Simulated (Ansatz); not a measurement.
Given:

Relaxed SiO2 (rutile):

```
CELL_PARAMETERS angstrom
      4.18520     0.00000     0.00000
      0.00000     4.18520     0.00000
      0.00000     0.00000     2.66883
ATOMIC_POSITIONS crystal
  Si 0.50000 0.50000 0.50000
  Si 0.00000 0.00000 0.00000
  O  0.80610 0.80610 0.50000
  O  0.30610 0.69390 0.00000
  O  0.69390 0.30610 0.00000
  O  0.19390 0.19390 0.50000
```

In this cell atom 3 (O, nearest neighbour Si at 1.760 Å; its periodic images, 2.7 Å or more away, move with it) is moved by u·(1.000, 0.000, 0.000) + v·(0.000, 1.000, 0.000); the rest is frozen.

Computed with r2SCAN (plane waves to 500 eV, PAW, scalar-relativistic; Ansatz, an electronic-structure program). k mesh 7×7×10 (Γ-centred), Fermi-Dirac smearing 0.05 eV. The energy includes the smearing's −TS. SiO2 was relaxed with its symmetry unable to fall. The zero of ΔE is the undisplaced structure. Axes are in Å.

The scan covers u from -0.260 to 0.260 Å in 5 points and v from -0.260 to 0.260 Å in 5 points.

Question: In which direction of the plane is the atom held most weakly?

Answer: 135° from u towards v.

Question: What are the two principal curvatures of the energy at the centre?

Answer: 12.7 and 33.5 eV/Å².

(For displaced atoms, the force is minus the slope of the energy, and its curvature is a force constant, which sets phonon frequencies.)
